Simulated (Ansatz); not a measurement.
**Profile along the Mo–O line in SrMoO3 (cubic perovskite)**

SrMoO$_{3}$ (cubic perovskite)

```
SrMoO3
1.0
    3.91717     0.00000     0.00000
    0.00000     3.91717     0.00000
    0.00000     0.00000     3.91717
Sr Mo O
1 1 3
Cartesian
  1.95858   1.95858   1.95858
  0.00000   0.00000   0.00000
  1.95858   0.00000   0.00000
  0.00000   1.95858   0.00000
  0.00000   0.00000   1.95858
```

Fields along a shortest Mo–O line of a {100} plane (1.96 Å), from Mo to O, interpolated on the slice's grid (step about 0.1 Å). Computed with LDA (plane waves to 420 eV, PAW, scalar-relativistic; Ansatz, a program for electronic structure). k mesh 12×12×12. Inside the PAW spheres the values are not all-electron values, and peaks at nuclei hang on which shells count as valence. SrMoO3 is run without spin polarisation and with no Hubbard U. SrMoO3 was relaxed with its symmetry unable to fall.

```json
[
 {"distance from Mo (Å)": "0.00", "valence electron density (e/Å³)": "6.33", "electron localisation function": "x"},
 {"distance from Mo (Å)": "0.20", "valence electron density (e/Å³)": "6.58", "electron localisation function": "x"},
 {"distance from Mo (Å)": "0.39", "valence electron density (e/Å³)": "5.99", "electron localisation function": "x"},
 {"distance from Mo (Å)": "0.59", "valence electron density (e/Å³)": "3.78", "electron localisation function": "0.67"},
 {"distance from Mo (Å)": "0.78", "valence electron density (e/Å³)": "1.68", "electron localisation function": "0.38"},
 {"distance from Mo (Å)": "0.98", "valence electron density (e/Å³)": "0.88", "electron localisation function": "0.17"},
 {"distance from Mo (Å)": "1.18", "valence electron density (e/Å³)": "1.10", "electron localisation function": "0.53"},
 {"distance from Mo (Å)": "1.37", "valence electron density (e/Å³)": "2.24", "electron localisation function": "0.80"},
 {"distance from Mo (Å)": "1.57", "valence electron density (e/Å³)": "4.65", "electron localisation function": "x"},
 {"distance from Mo (Å)": "1.76", "valence electron density (e/Å³)": "6.90", "electron localisation function": "x"},
 {"distance from Mo (Å)": "1.96", "valence electron density (e/Å³)": "7.67", "electron localisation function": "x"}
]
```

x: too close to a nucleus for the ELF to mean much.

Density on the Mo–O line (1.96 Å) at its density minimum, 1.0 Å from Mo: 0.86 e/Å³. ELF at that point: 0.2.
